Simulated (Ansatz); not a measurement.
La:
```cif
data_La2
_chemical_formula_sum 'La2'
_space_group_name_H-M_alt 'P63/mmc'
_space_group_IT_number 194
_space_group_name_Hall '-P 6c 2c'
_cell_length_a 3.65249
_cell_length_b 3.65249
_cell_length_c 5.97817
_cell_angle_alpha 90.000
_cell_angle_beta 90.000
_cell_angle_gamma 120.000
loop_
_atom_site_label
_atom_site_type_symbol
_atom_site_symmetry_multiplicity
_atom_site_Wyckoff_symbol
_atom_site_fract_x
_atom_site_fract_y
_atom_site_fract_z
_atom_site_occupancy
La1 La 2 c 0.33333 0.66667 0.25000 1
```

Relaxed with PBEsol.

Decompose the optical modes at the zone centre into irreducible representations, and say which are infrared and Raman allowed.

Point group 6/mmm: Γ_opt = B1g + E2g. Infrared: none. Raman: E2g.

Assign frequencies (DFPT, plane-wave PAW PBEsol (Ansatz code)).

E2g 38, B1g 83 cm⁻¹.

Subscripts of B labels follow the axes of the standard setting.

Space group P6_3/mmc (hcp (Mg type)). The workflow started from an entry of the Crystallography Open Database (COD). Its sites differ from those of the usual phase in this space group: another stacking or structure type. The PBEsol relaxation kept the symmetry of its start; its stability against distortions is not shown here. As this level gives no gap, phonon frequencies hold no LO–TO term and depend on the k-mesh and smearing (Fermi–Dirac, 0.1 eV here). Scalar-relativistic: spin–orbit coupling is off unless named, which matters more the heavier the elements.

Potentials: the earlier of the program's two PAW sets. The files were generated under PBE; for other functionals the program regenerates the frozen cores, and for LDA and PBEsol the local potential too.
